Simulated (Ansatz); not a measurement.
BaC$_{8}$:
```yaml
crystal:
  lattice:
    - [4.97924, 0.00000, 0.00000]
    - [-2.48962, 4.31215, 0.00000]
    - [0.00000, 0.00000, 5.22271]
  atoms:
    - { symbol: C, position: [0.16693, 0.33386, 0.00000] }
    - { symbol: C, position: [0.16693, 0.83307, 0.00000] }
    - { symbol: C, position: [0.66667, 0.33333, 0.00000] }
    - { symbol: C, position: [0.66614, 0.83307, 0.00000] }
    - { symbol: C, position: [0.33386, 0.16693, 0.00000] }
    - { symbol: C, position: [0.33333, 0.66667, 0.00000] }
    - { symbol: C, position: [0.83307, 0.16693, 0.00000] }
    - { symbol: C, position: [0.83307, 0.66614, 0.00000] }
    - { symbol: Ba, position: [0.00000, 0.00000, 0.50000] }
```

Relaxed with PBE+D3(BJ). Special points in fractions of this cell's reciprocal vectors: Γ (0.000, 0.000, 0.000); M (0.500, 0.000, 0.000); K (0.333, 0.333, 0.000); A (0.000, 0.000, 0.500); L (0.500, 0.000, 0.500); H (0.333, 0.333, 0.500).

Task: List the band energies nearest the Fermi level at these points for the program Ansatz at the PBE+D3(BJ) with spin–orbit coupling level (PAW).

Result: In eV from the Fermi level; about four levels below and three above (degenerate sets whole), none deeper than 8.9 eV; points with the same levels are listed once.

```tsv
k	below	above
Γ	-3.44 -3.44 -0.80 -0.80	0.01 0.01 0.01 0.01
M	-4.75 -4.75 -3.74 -3.74	0.42 0.42 0.85 0.85
K	-1.74 -1.74 -1.74 -1.74	1.28 1.28 1.32 1.32
A	-0.77 -0.77 -0.75 -0.75	1.50 1.50 3.52 3.52
L	-4.29 -4.29 -4.00 -4.00	0.67 0.67 1.17 1.17
H	-1.62 -1.62 -1.62 -1.62	2.46 2.46 2.47 2.47
```

Space group P6/mmm. A made-up cell: these elements were put on the sites of a structure type; neither database checked (COD, Materials Project) lists it. Whether it is the stable phase at ambient conditions was not checked. The cell was relaxed with PBE+D3(BJ) under the symmetry of its start; of distortions, only those at the zone centre were tested.

Potentials: the later of the program's two PAW sets.
